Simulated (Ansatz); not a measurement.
## SiB₆ in Ansatz, relaxation

input.yaml:

```yaml
crystal:
  lattice:
    - [4.137101, 0.0, 0.0]
    - [0.0, 4.137101, 0.0]
    - [0.0, 0.0, 4.137101]
  atoms:
    - { symbol: B, position: [0.21, 0.5, 0.5] }
    - { symbol: B, position: [0.5, 0.21, 0.5] }
    - { symbol: B, position: [0.79, 0.5, 0.5] }
    - { symbol: B, position: [0.5, 0.79, 0.5] }
    - { symbol: B, position: [0.5, 0.5, 0.21] }
    - { symbol: B, position: [0.5, 0.5, 0.79] }
    - { symbol: Si, position: [0.0, 0.0, 0.0] }
  symmetry: { tolerance: 0.0003 }
kpoints:
  mp_grid: { grid: [6, 6, 6], shift: [0, 0, 0] }
magnetization:
  spin_polarized: false
scf:
  occupations: { method: fermi_dirac }
  lower_state_search: "off"
hamiltonian:
  pseudopotentials: { kind: paw }
  xc: pbe
basis:
  ecutwfc: 420
  fft_grid_basis: typed
relax:
  max_steps: 80
  cell: { p_target: 0.0 }
output:
  forces: true
  stress: true
  eigenvalues: true
  bader: true
  populations: true
  elf: true
  write_potential: true
  volumetric_format: npy
  dos:
    e_range: [-12, 8]
    de: 0.05
    projected: { site_lists: { B: [B], Si: [Si] } }
checkpoint:
  read: saved_state
```

The command:

```bash
ansatz run input.yaml --threads 2 --pin off --max-ram 2560MiB --backend cpu --events-out ev --progress --plain --runs-dir out
```

Origin of the cell: a database entry, scaled a little.

The smearing width isn't typed, so it takes its default of 0.1 eV.

The saved state is a converged single point of the same cell.

Excerpt of the output:

```
Pseudopotentials: kind: paw
Pseudopotential: B, paw, valence charge 3, recommended cutoff 420 eV (normal), B.paw.azcp
Pseudopotential: Si, paw, valence charge 4, recommended cutoff 420 eV (normal), Si.paw.azcp
Functional definition: PBE
  exchange = pbe_x(kappa = kappa, mu = beta*pi^2/3)
  correlation = pbe_c(beta = beta)
Crystal: 7 atoms, lattice volume = 70.809 Å³
Basis set: ecut = 420 eV, 1357 PW (Γ), exchange–correlation on 60×60×60 points (8 copies of the dense FFT grid, shifted against one another)
Bands: 18, of which v1, the nominal top of the filled ones, is band 11 counted from 1 (10 counted from 0)
Symmetry: 48 space group operations
Space group: Pm-3m (ITA 221), of the structure as read, at distance tolerance 1.2e-3 Å
[… 6 lines left out …]
Initial density: read from a saved state, or passed on in memory by an earlier SCF of this step, an earlier step, the calling program or the single point that the run made first
Functional: x = pbe(κ = 0.804, μ = 0.219515), c = pbe(β = 0.066725)
SCF iter   1: F=—  HF=-1567.787902 eV  Δρ=1.02e-3  dr2=1.41e-3
SCF iter   2: F=—  HF=-1567.787852 eV  Δρ=4.42e-4  dr2=1.60e-4
SCF iter   3: F=—  HF=-1567.787913 eV  Δρ=1.03e-4  dr2=4.72e-6
SCF iter   4: F=—  HF=-1567.787937 eV  Δρ=1.25e-5  dr2=8.99e-8
SCF iter   5: F=-1567.787937 eV  HF=-1567.787937 eV  Δρ=2.11e-6  dr2=4.27e-9
relax step   1: F+E_penalty+E_count = -1567.787937 eV  Δ(F+E_penalty+E_count) = +0.000e0 eV  max|allowed force component| = 2.617e0 eV/Å  Δτ_max = 0.0000 Å  P = +3.157 GPa  Ω = 70.809 Å³  (5 […]
relax step   2: F+E_penalty+E_count = -1568.021459 eV  Δ(F+E_penalty+E_count) = -2.335e-1 eV  max|allowed force component| = 1.363e0 eV/Å  Δτ_max = 0.0215 Å  P = +3.709 GPa  Ω = 69.586 Å³  en […]
relax step   3: F+E_penalty+E_count = -1568.109495 eV  Δ(F+E_penalty+E_count) = -8.804e-2 eV  max|allowed force component| = 1.725e-3 eV/Å  Δτ_max = 0.0197 Å  P = +0.636 GPa  Ω = 70.339 Å³  e […]
relax step   4: F+E_penalty+E_count = -1568.109461 eV  Δ(F+E_penalty+E_count) = +3.491e-5 eV  max|allowed force component| = 1.230e-2 eV/Å  Δτ_max = 0.0005 Å  P = -0.113 GPa  Ω = 70.690 Å³  e […]
relax step   5: F+E_penalty+E_count = -1568.109584 eV  Δ(F+E_penalty+E_count) = -1.236e-4 eV  max|allowed force component| = 2.684e-6 eV/Å  Δτ_max = 0.0002 Å  P = -0.001 GPa  Ω = 70.633 Å³  e […]
relax step   6: F+E_penalty+E_count = -1568.109358 eV  Δ(F+E_penalty+E_count) = +2.263e-4 eV  max|allowed force component| = 1.975e-4 eV/Å  Δτ_max = 0.0000 Å  P = -0.018 GPa  Ω = 70.633 Å³  stress off target by 1.80e-2 GPa […]
SCF 6 converged in 4 iterations: F = -1568.109358 eV  dr2 = 1.15e-11
basis re-selected at this cell: Δ(F+E_penalty+E_count) = +2.263e-4 eV, ΔP = -0.017 GPa vs the last step (what re-selecting the basis moved, of the pressure what is left beyond the Pulay corre […]
SCF converged after 4 iterations
Free energy (F): -1568.109358 eV
Harris-Foulkes:  -1568.109358 eV  (|F-HF|=1.18e-11)
Internal energy: -1568.090910 eV  (E = F + TS)
E sigma→0 (E₀):  -1568.100134 eV
Entropy (-TS):   -0.018448 eV (-2.635 meV/atom)
Fermi energy:    7.320443 eV
--- Per-component energies (eV) ---
  E_band       = 31.974695
  E_kinetic    = 329.389804
  E_local      = -319.538532  (includes V_loc(G=0)·N_el)
  E_nonlocal   = 96.911366
  E_hartree    = 107.636759
  E_xc         = -246.407742
  E_vxc        = -273.034835  (∫ρ·V_xc dr)
  E_paw        = -982.821187  (= ΣΔE_a)
  E_vpaw       = -17.026582  (= ΣTr[D̂ρ^β])
  E_aug_tail   = -0.000006  (compensation charges beyond the density's cutoff)
  E_ewald      = -553.261374
  E_smearing   = -0.018448  (= −TS)
  Σ components = -1568.109358   (vs F -1568.109358, Δ=0.00e0)
--- Forces (eV/Å), atoms counted from 1 ---
  atom   1  B     -0.000197    -0.000000     0.000000
  atom   2  B     -0.000000    -0.000197    -0.000000
  atom   3  B      0.000197     0.000000    -0.000000
  atom   4  B      0.000000     0.000197     0.000000
  atom   5  B     -0.000000     0.000000    -0.000197
  atom   6  B      0.000000    -0.000000     0.000197
  atom   7  Si     0.000000    -0.000000     0.000000
  max |Σ_I F_I| component: 3.01e-17 eV/Å
--- Stress (GPa, compression-positive) ---
       -0.017975       0.000000      -0.000000
        0.000000      -0.017975       0.000000
       -0.000000       0.000000      -0.017975
  P = ⅓ Tr σ = -0.0180 GPa (-0.180 kbar)
--- Relaxed structure (5 steps of the walk, 5 accepted, 1 SCFs on fresh bases) ---
  F+E_penalty+E_count = -1568.109358 eV   max|allowed force component| = 1.975e-4 eV/Å   (the final SCF, on the basis selected at the relaxed cell)
  cell:  # Å, volume = 70.6332 Å³
    - [4.133675, 0.0, 0.0]
    - [0.0, 4.133675, 0.0]
    - [0.0, 0.0, 4.133675]
  atoms:
    - { symbol: B, position: [0.200115, 0.5, 0.5] }
    - { symbol: B, position: [0.5, 0.200115, 0.5] }
    - { symbol: B, position: [0.799885, 0.5, 0.5] }
    - { symbol: B, position: [0.5, 0.799885, 0.5] }
    - { symbol: B, position: [0.5, 0.5, 0.200115] }
    - { symbol: B, position: [0.5, 0.5, 0.799885] }
    - { symbol: Si, position: [-2.377e-19, -2.405e-19, -1.169e-19] }
--- Löwdin populations: 7 sites ---
  site symbol       q [e]
     0      B      3.1442
     1      B      3.1442
     2      B      3.1442
     3      B      3.1442
     4      B      3.1442
     5      B      3.1442
     6     Si      3.0105
  spilling = 0.005646 (of n_electrons = 22.000000)
--- Bader charges: 7 sites ---
  site symbol  charge [e]  shift [e]
     0      B     -0.1593     0.0000
     1      B     -0.1593     0.0000
     2      B     -0.1593     0.0000
     3      B     -0.1593     0.0000
     4      B     -0.1593     0.0000
     5      B     -0.1593     0.0000
     6     Si      0.9559     0.0000
  estimated error of the sums over rays = 1.9e-4 e
```

Before:

Space group Pm-3m (No. 221); the run's cell has a = 4.137 Å, b = 4.137 Å, c = 4.137 Å, α = 90.00°, β = 90.00°, γ = 90.00°. Shortest distances: B–B 1.70 Å, B–Si 3.05 Å.

After:

Space group Pm-3m (No. 221); the run's cell has a = 4.134 Å, b = 4.134 Å, c = 4.134 Å, α = 90.00°, β = 90.00°, γ = 90.00°. Shortest distances: B–B 1.65 Å, B–Si 3.04 Å.

```yaml
Free_energy_lowered_by: 45.9 meV/atom
Volume_change: -0.25 %
Final_pressure: -0.02 GPa
Relaxation_steps_listed: 6
Formation_energy_elements_under_the_same_functional_gases_as_molecules_uncorrected: 0.456 eV/atom
```

Caveats: the database entry stands far from equilibrium and may be faulty; the relaxation held the start's symmetry, so the end may be a saddle point.

It ran for 41 s on 2 threads of Arm Neoverse N1 (shared host), peak memory 0.34 GiB, from a saved density.
